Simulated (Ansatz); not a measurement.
CrBrO in space group Pmmn (No. 59; Cr on 2a, Br on 2b, O on 2b), DFT-r²SCAN+D4 in the program Ansatz with PAW potentials. The conduction-band minimum lies on the Z–U line, 61 % of the way from Z, with 2 equivalent valleys. Second derivatives d²E/dk² of the lowest band at one valley (eV·Å²), along Cartesian directions:

```csv
direction,d²E/dk²
[100],7.649
[010],6.175
[001],3.006
[110],6.916
[101],5.327
[011],4.594
```

**Question.** Find the principal effective masses, the density-of-states mass and the conductivity mass.

**Answer.** Off-diagonal terms follow from H_xy = H[110] − (H_xx + H_yy)/2, and m*/mₑ = 7.620 eV·Å² over each eigenvalue: 1.00, 1.2, 2.5. One valley's DOS mass (m₁m₂m₃)^(1/3) = 1.5, conductivity mass 3/(Σ 1/mᵢ) = 1.4 mₑ.

**Question.** What effective density of states Nc follows at 300 K for parabolic valleys?

**Answer.** Nc = 2.509e19 × 2 × (1.5)^(3/2) / 2 (one spin channel) ≈ 4.6e19 cm⁻³.

The first step of the workflow began from a Materials Project structure, measured or hypothetical; the Crystallography Open Database files this formula in space group No. 59, but the cells were not matched. Whether it is the stable phase at ambient conditions was not checked. The cell was relaxed with r²SCAN+D4 under the symmetry of its start; its stability against distortions is not shown here. Magnetic state: ferromagnetic, chosen from 2 collinear starts compared on coarse meshes (ties went to the first, and starts can fall back to one state), not a proven ground state. Other orbital occupations within this spin state were not tried. No Hubbard U is applied. Scalar-relativistic: spin–orbit coupling is off unless named, which matters more the heavier the elements.

Potentials: the later of the program's two PAW sets.

Edges and masses are those of Kohn–Sham bands, whose gap is no quasiparticle gap.
